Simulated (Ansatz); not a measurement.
BaTiO3 (cubic perovskite)

```
CELL_PARAMETERS angstrom
      3.99442     0.00000     0.00000
      0.00000     3.99442     0.00000
      0.00000     0.00000     3.99442
ATOMIC_POSITIONS crystal
  Ba 0.00000 0.00000 0.00000
  Ti 0.50000 0.50000 0.50000
  O  0.00000 0.50000 0.50000
  O  0.50000 0.50000 0.00000
  O  0.50000 0.00000 0.50000
```

In each cell atom 5 (O, nearest neighbour Ti at 1.997 Å; its periodic images, 4.0 Å or more away, move with it) moves by s·(0.000, 0.000, 1.000) (along Cartesian z), the rest being held.

All values below come from r2SCAN (plane waves to 500 eV, PAW, scalar-relativistic; Ansatz, a first-principles code). k mesh 7×7×7 (Γ-centred), Fermi-Dirac smearing 0.05 eV. E stands for the smeared free energy. BaTiO3 is run without spin polarisation. BaTiO3 was relaxed with its symmetry unable to fall. The PAW data are Ansatz's earlier set. This is a high-temperature form of BaTiO3. The zero of ΔE is the undisplaced structure.

```json
[
 {"s (Å)": "-0.200", "ΔE (meV/cell)": "118.9"},
 {"s (Å)": "-0.160", "ΔE (meV/cell)": "75.7"},
 {"s (Å)": "-0.120", "ΔE (meV/cell)": "42.4"},
 {"s (Å)": "-0.080", "ΔE (meV/cell)": "18.8"},
 {"s (Å)": "-0.040", "ΔE (meV/cell)": "4.7"},
 {"s (Å)": "0.000", "ΔE (meV/cell)": "0.0"},
 {"s (Å)": "0.040", "ΔE (meV/cell)": "4.7"},
 {"s (Å)": "0.080", "ΔE (meV/cell)": "18.8"},
 {"s (Å)": "0.120", "ΔE (meV/cell)": "42.4"},
 {"s (Å)": "0.160", "ΔE (meV/cell)": "75.7"},
 {"s (Å)": "0.200", "ΔE (meV/cell)": "118.9"}
]
```

**Question.** What force constant k = d²E/ds² at s = 0 does the table give?

**Answer.** 5.9 eV/Å². It is the second difference of the nearest points, corrected with the next pair.

**Question.** With k = 5.86 eV/Å² from the forces, is the well harmonic out to s = 0.200 Å?

**Answer.** ½ks² = 117.2 meV/cell against the computed 118.9 meV/cell, so the well is close to harmonic there.

(For displaced atoms, the force is minus the slope of the energy, and its curvature is a force constant, which sets phonon frequencies.)
